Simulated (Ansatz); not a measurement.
Consider the following.

CeTaN₃:
```cif
data_CeN3Ta
_chemical_formula_sum 'Ce1 Ta1 N3'
_space_group_name_H-M_alt 'Pm-3m'
_space_group_IT_number 221
_space_group_name_Hall '-P 4 2 3'
_cell_length_a 4.01637
_cell_length_b 4.01637
_cell_length_c 4.01637
_cell_angle_alpha 90.000
_cell_angle_beta 90.000
_cell_angle_gamma 90.000
loop_
_atom_site_label
_atom_site_type_symbol
_atom_site_symmetry_multiplicity
_atom_site_Wyckoff_symbol
_atom_site_fract_x
_atom_site_fract_y
_atom_site_fract_z
_atom_site_occupancy
Ce1 Ce 1 a 0.00000 0.00000 0.00000 1
Ta1 Ta 1 b 0.50000 0.50000 0.50000 1
N1 N 3 c 0.00000 0.50000 0.50000 1
```

This is the PBEsol-relaxed structure.

**Question.** All from the program Ansatz at the PBEsol level (PAW), unless another level is named. Give the bulk modulus (Birch–Murnaghan fit).

**Answer.** 230 GPa.

**Question.** And the elastic constants (relaxed ions, GPa)?

**Answer.** C11 = 479, C12 = 105, C44 = 80.9.

The start of the workflow was typed in or built on a structure type; neither database checked (COD, Materials Project) lists it. Its standing as an ambient phase is unchecked. The PBEsol relaxation kept the symmetry of its start. At this level the phase is dynamically unstable (imaginary phonons). The workflow began spin-polarised and lost its moments. The 4f shell is in the valence. No Hubbard U is applied. As this level gives no gap, shear constants depend on the k-mesh and smearing (Fermi–Dirac, 0.1 eV here). On the denser mesh and wider smearing of the elastic run this cell carries a stress of 0.3 GPa. Scalar-relativistic: spin–orbit coupling is off unless named, which matters more the heavier the elements.

Potentials: the later of the program's two PAW sets.
